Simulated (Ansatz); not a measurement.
Rb$_{2}$NaPdF$_{6}$:
```
Rb2NaPdF6
1.0
   -3.00560     3.00560     4.44819
    3.00560    -3.00560     4.44819
    3.00560     3.00560    -4.44819
Rb Na Pd F
2 1 1 6
Direct
  0.75000   0.25000   0.50000
  0.25000   0.75000   0.50000
  0.50000   0.50000   0.00000
  0.00000   0.00000   0.00000
  0.22958   0.22958   0.45916
  0.77042   0.77042   0.54084
  0.22958   0.77042   0.00000
  0.77042   0.22958   0.00000
  0.24519   0.24519   0.00000
  0.75481   0.75481   0.00000
```
The run is spin-polarised; directions of the spins, atom by atom: 0 0 0 ↑ 0 0 0 0 0 0.

This is the HSE06-relaxed structure.

All from plane-wave PAW HSE06 (Ansatz code), unless another level is named. Give the smallest direct gap on the standard path.

2.86 eV.

Give the band gap.

2.80 eV (indirect).

What about the conduction-band minimum?

at P (2 equivalent valleys).

Space group I4/mmm. The first step of the workflow began from a Materials Project structure, measured or hypothetical; the Crystallography Open Database copy checked does not list it. Whether it is the stable phase at ambient conditions was not checked. Symmetry was held in the HSE06 relaxation; whether a distortion lowers the energy is not shown. Magnetic state: ferromagnetic, chosen from 4 collinear starts compared on coarse meshes with r²SCAN (ties went to the first, and starts can fall back to one state), not a proven ground state. Other orbital occupations within this spin state were not tried. The hybrid was solved on a coarse mesh, the path and, where they were found, the r²SCAN edge points; its band edges are the extreme levels among these. Scalar-relativistic: spin–orbit coupling is off unless named, which matters more the heavier the elements.

Potentials: the later of the program's two PAW sets.
